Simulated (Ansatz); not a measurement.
A distorted cell of KBr (rock salt):

```
KBr
1.0
    0.00000     3.27480     3.27480
    3.27480     0.00000     3.27480
    3.27480     3.27480     0.00000
Br K
1 1
Direct
  0.07481   0.07481   0.81938
  0.50000   0.50000   0.50000
```

Calculation: PBEsol (plane waves to 420 eV, PAW, scalar-relativistic; Ansatz, a first-principles code). k mesh 7×7×7 (Γ-centred), Fermi-Dirac smearing 0.05 eV. E stands for the smeared free energy. Stress and pressure are positive under compression. KBr was relaxed with its symmetry unable to fall.

Q: What forces act on the atoms (eV/Å, Cartesian)?

A: 
```json
[
 {"atom": "Br1", "Fx": "0.310", "Fy": "0.310", "Fz": "-0.809"},
 {"atom": "K2", "Fx": "-0.310", "Fy": "-0.310", "Fz": "0.809"}
]
```

Q: Give the stress tensor in GPa and the pressure.

A: 
```
   1.72    -0.58     1.10
  -0.58     1.72     1.10
   1.10     1.10     4.60
```
The pressure, a third of the trace, is 2.68 GPa.

Q: In it atom 1 sits (-0.346, -0.346, 0.490) Å away from its relaxed site. What is its energy relative to the relaxed cell?

A: 299.2 meV/cell.

(A displaced cell: forces are minus the slopes of the energy, force constants its curvatures, and phonons follow from these.)
